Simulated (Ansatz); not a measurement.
Here is the system:

TaV$_{2}$:
```cif
data_Ta8V16
_chemical_formula_sum 'Ta8 V16'
_space_group_name_H-M_alt 'Fd-3m :1'
_space_group_IT_number 227
_space_group_name_Hall 'F 4d 2 3 -1d'
_cell_length_a 7.10050
_cell_length_b 7.10050
_cell_length_c 7.10050
_cell_angle_alpha 90.000
_cell_angle_beta 90.000
_cell_angle_gamma 90.000
loop_
_atom_site_label
_atom_site_type_symbol
_atom_site_symmetry_multiplicity
_atom_site_Wyckoff_symbol
_atom_site_fract_x
_atom_site_fract_y
_atom_site_fract_z
_atom_site_occupancy
Ta1 Ta 8 a 0.00000 0.00000 0.00000 1
V1 V 16 d 0.62500 0.62500 0.62500 1
```
(The calculation used a cell of 6 atoms; values per cell refer to that cell.)

This is the r²SCAN-relaxed structure.

Task: All from r²SCAN in the plane-wave PAW code Ansatz, unless another level is named. Predict the formation energy from the elements (no fitted shifts).

Result: -0.12 eV/atom.

Task: Next, the density of states at the Fermi level?

Result: 1.8 states/eV per atom (mean over ±0.08 eV).

The workflow started from an entry of the Crystallography Open Database (COD). Its standing as an ambient phase is unchecked. The r²SCAN relaxation kept the symmetry of its start; whether a distortion lowers the energy is not shown. The workflow began spin-polarised and lost its moments. The references are the lowest solids computed at this level, not always the standard phases. Spin–orbit coupling is left out wherever it is not named.

Potentials: the later of the program's two PAW sets.
